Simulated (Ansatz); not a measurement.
ZrW$_{2}$:
```
ZrW2
1.0
    0.00000     3.78953     3.78953
    3.78953     0.00000     3.78953
    3.78953     3.78953     0.00000
Zr W
2 4
Direct
  0.50000   0.50000   0.50000
  0.75000   0.75000   0.75000
  0.12500   0.12500   0.12500
  0.62500   0.12500   0.12500
  0.12500   0.12500   0.62500
  0.12500   0.62500   0.12500
```

Relaxed with PBEsol.

Question: Map the electron localisation function on the plane through (0.500, 0.500, 0.500) spanned by u = [1, 0, 0] and v = [-1, 1, 1] in lattice vectors, from plane-wave PAW PBEsol (Ansatz code).

Answer: x is the fraction of u, y of v (the angle between them is 90°; rows are the nearest grid lines); atoms in the plane: Zr at (0.00, 0.00), Zr at (0.50, 0.25), W at (0.25, 0.62), W at (0.75, 0.62).
```
|0279831246666666666421389720|
|8899621356655555566531269988|
|9997311456554444556541137999|
|3321124666544334456664211233|
|2223344556655445566554433222|
|4443322334555555554332233444|
|6532234543235665323454322356|
|4335888788532442258878885334|
|4337873258742332478523787334|
|3236861038853333588301686323|
|5423688887533443357888863245|
|6532356664224554224666532356|
|6655432222234554322222345566|
|5555554433333333333344555555|
|3345666642111221112466665433|
|4445565311379999731135655444|
|4455664212799999972124665544|
|6666653116995005996113566666|
|4455542115998558995112455554|
|2223432113799999973112343222|
|3321111110135665310111111233|
|9997310123221111223210137999|
|8899621134443333444311269988|
|0279831246666666666421389720|
```
Scale: ten equal steps from 0.031 (start of '0') to 0.817 (end of '9'), in the order '0123456789'; x runs from 0.000 to 1.00, y from 0.000 (bottom) to 1.00 (top).

The density is the valence pseudo-density with augmentation charge, so density and ELF within about 1 Å of a nucleus are not all-electron values.

Space group Fd-3m (cubic Laves (MgCu2 type)). The workflow started from an entry of the Crystallography Open Database (COD). Whether it is the stable phase at ambient conditions was not checked. Symmetry was held in the PBEsol relaxation; its stability against distortions is not shown here. The run is not spin-polarised. Scalar-relativistic: spin–orbit coupling is off unless named, which matters more the heavier the elements.

Potentials: the later of the program's two PAW sets.
